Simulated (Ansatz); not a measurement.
**Is this HfZr2Se6 structure stable?**

The structure comes from a generated guess, relaxed at this level; another structure or a mixture of phases may lie lower.

Theory: DFT PBE, scalar-relativistic, plane waves, PAW (Ansatz). The final run on the 9-atom cell used 420 eV, a Γ-centred 6×6×6 mesh, 0.02 eV smearing and no spin polarisation.

```cif
data_structure
_symmetry_space_group_name_H-M 'P-31m'
_symmetry_Int_Tables_number 162
_cell_length_a 6.5636
_cell_length_b 6.5636
_cell_length_c 6.9412
_cell_angle_alpha 90.000
_cell_angle_beta 90.000
_cell_angle_gamma 120.000
_cell_volume 258.97
loop_
_atom_site_label
_atom_site_type_symbol
_atom_site_symmetry_multiplicity
_atom_site_Wyckoff_symbol
_atom_site_fract_x
_atom_site_fract_y
_atom_site_fract_z
_atom_site_occupancy
Zr1 Zr 2 c 0.33333 0.66667 0.00000 1
Hf1 Hf 1 a 0.00000 0.00000 0.00000 1
Se1 Se 6 k 0.33114 0.00000 0.22779 1
```

Formation energies are uncorrected and refer to the elements' standard structures at the same level.

Question: These tests were run: energy against the elements; elastic tensor. What do they show?

Answer:

```
                       test                  result
energy against the elements          −1.354 eV/atom
             elastic tensor  least eigenvalue 1 GPa
```

It fails none of these tests. Whether a mixture of other phases lies lower isn't tested here. Phonons away from Γ weren't computed.

Weakly bound directions are ill-defined at this level, which has no dispersion term. Spin–orbit coupling, which can matter for Hf, is left out. The reference form of Se is held partly by dispersion forces, which this level lacks. The run for the elastic tensor used a 6×6×6 k mesh.
